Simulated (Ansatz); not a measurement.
# InSe$_{2}$: opening a crack plane

InSe$_{2}$, P4/nmm, a = 3.887 Å, c = 9.733 Å. The structure is a Materials Project entry; whether it is the stable form wasn't checked. Ansatz: PBE, PAW, 420 eV, Γ-centred 12×12×5 mesh on 6 atoms, Gaussian smearing 0.15 eV; no spin polarisation. One cut on (001) per cell of 6 atoms is opened rigidly by x, between planes of Se and In that stand 2.88 Å apart; y is the energy per area (15.112 Å², 1 eV/Å² = 16.02 J/m²).

```tsv
x (Å)	y (J/m²)
0.00	0.000
0.50	0.106
1.00	0.246
2.00	?
3.00	0.419
6.00	0.451
```

Problem. Fit the universal binding curve y = W[1 − (1 + x/l) e^(−x/l)] to the other rows, give the peak stress, and predict the missing value.

Solution. Least squares gives W = 0.441 J/m² and l = 0.539 Å. The stress dy/dx peaks at x = l with W/(e l) = 3.0 GPa, for rigid faces. The last row already stands above W and still climbs, so W understates the work of separation. At x = 2.00: x/l = 3.711, y = 0.390 J/m². The run gave 0.379 J/m², so the fit is 0.011 J/m² too high, within twice the rms miss on the fitted rows (0.008 J/m²).